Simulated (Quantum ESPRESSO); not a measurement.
**How NMR parameters follow strain in La2O3 (P-3m1)**

```xyz
5
Lattice="3.9308 0.0000 0.0000 -1.9654 3.4042 0.0000 0.0000 0.0000 6.1120" Properties=species:S:1:pos:R:3 pbc="T T T"
La     1.9654     1.1347     4.6115
La     0.0000     2.2694     1.5004
O      1.9654     1.1347     2.1624
O      0.0000     2.2694     3.9495
O      0.0000     0.0000     0.0000
```
The cell was made here from a computed Materials Project entry: atoms relaxed in the unchanged cell (PBE without dispersion, pw.x of a modified build of Quantum ESPRESSO, symmetry kept). The parent is La2O3 in P-3m1. Stability against distortions was not tested. The run has no spin polarisation.

The last row's change in full: strained by +2 % along the unique axis and by -1 % across it, atoms relaxed (PBE, pw.x of Quantum ESPRESSO); the other rows go along the same path.

Method: shieldings by GIPAW with PBE in Quantum ESPRESSO, on JTH PAW datasets, 30 Ha, k-mesh 5×5×3 shifted, f-sum rule met within 0.007 %. Values are those of the named site's first atom. Shieldings are absolute and leave out the bulk-susceptibility term; a larger σ means a smaller chemical shift. By our sweeps, such settings leave a few ppm in absolute σ on light atoms and up to some 20 ppm from Zn on. No spin–orbit coupling; La is the heaviest element present. PBE places the empty d or f states of La too low, which is known to distort σ on and beside such ions. Static lattice: thermal averaging is not included.

```
axial strain (%)  σ_iso O1 (ppm)
----------------  --------------
-2                        -464.6
0                         -461.6
+2                        -458.7
```
